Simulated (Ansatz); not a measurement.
**4 guesses for Te₅Mo and where they end**

The calculation used Ansatz, DFT PBE, scalar-relativistic, plane waves, PAW. All cells share a 420 eV cutoff and Γ-centred k meshes spaced at most about 0.3 Å⁻¹ (about 0.25 or finer for metals, 2π included). Collinear spin in cells that started with moments and kept them past the coarse steps, no spin elsewhere.

Each guess was relaxed in cell and atoms at zero pressure, within the symmetry of its start. All energies are static (0 K, no zero-point motion). Coordination counts Te atoms around Mo (those within 1.25 times the shortest such distance or 1.15 times the sum of covalent radii; the shortest distance is added where it exceeds 1.18 times the sum of covalent radii).

```tsv
guess	made from	start group	V start (Å³/atom)	end group	V end (Å³/atom)	coordination at the end	gap on mesh (eV)	largest moment (μB)	E over the lowest end (meV/atom)
1	random cell	P4/mmm	23.0	P4/mmm	35.7	Mo 8	0	-	279
2	MgZn5 type	P-62m	31.8	P-62m	32.7	Mo 6	0	-	180
3	TmCu5 type	F-43m	29.9	?	?	?	?	?	?
4	CeMg5 type	P-6m2	38.3	P-6m2	30.2	Mo 6	0	-	0
```

Guess 3 as it starts:

```yaml
crystal:
  lattice:
    - [0.00000, 4.47814, 4.47814]
    - [4.47814, 0.00000, 4.47814]
    - [4.47814, 4.47814, 0.00000]
  atoms:
    - { symbol: Te, position: [0.25000, 0.25000, 0.25000] }
    - { symbol: Te, position: [0.12776, 0.62408, 0.62408] }
    - { symbol: Te, position: [0.62408, 0.62408, 0.62408] }
    - { symbol: Te, position: [0.62408, 0.62408, 0.12776] }
    - { symbol: Te, position: [0.62408, 0.12776, 0.62408] }
    - { symbol: Mo, position: [0.00000, 0.00000, 0.00000] }
```

Question: Predict the end of this guess and its energy over the lowest end.

Answer: It ends in space group F-43m (No. 216), with a = 8.923 Å, 29.6 Å³/atom and no gap, with moments up to 4.0 μB. It lies 0.98 eV/atom over the lowest end, above guess 1 and so the highest of the set. Counting Te atoms around Mo, this end has Mo 16 from 3.7 Å and the lowest (guess 4) has Mo 6.

```
Te Mo
1.0
     0.00000    4.46163    4.46163
     4.46163    0.00000    4.46163
     4.46163    4.46163    0.00000
Te Mo
5 1
Direct
  0.75000 0.75000 0.75000
  0.37444 0.37444 0.87667
  0.37444 0.87667 0.37444
  0.37444 0.37444 0.37444
  0.87667 0.37444 0.37444
  0.00000 0.00000 0.00000
```

The zero of energy is the elements' standard structures at the same level; no fitted shifts are applied.

Question: Is the lowest end bound against the elements?

Answer: No: its formation energy is +0.04 eV/atom. A positive value: parting into the elements would lower its energy.

Weakly bound directions are ill-defined at this level, which has no dispersion term (P-6m2, P-62m, P4/mmm), and this can change margins and order among such cells. These runs have no spin–orbit coupling, which can matter for Te. The reference form of Te is held partly by dispersion forces, which this level lacks. The magnetic state reached may not be the lowest. Cells relaxed within their symmetry can be saddle points. A lower structure may well exist outside this small set. Some candidate types were left out of the draw beforehand, so a known form may be missing.
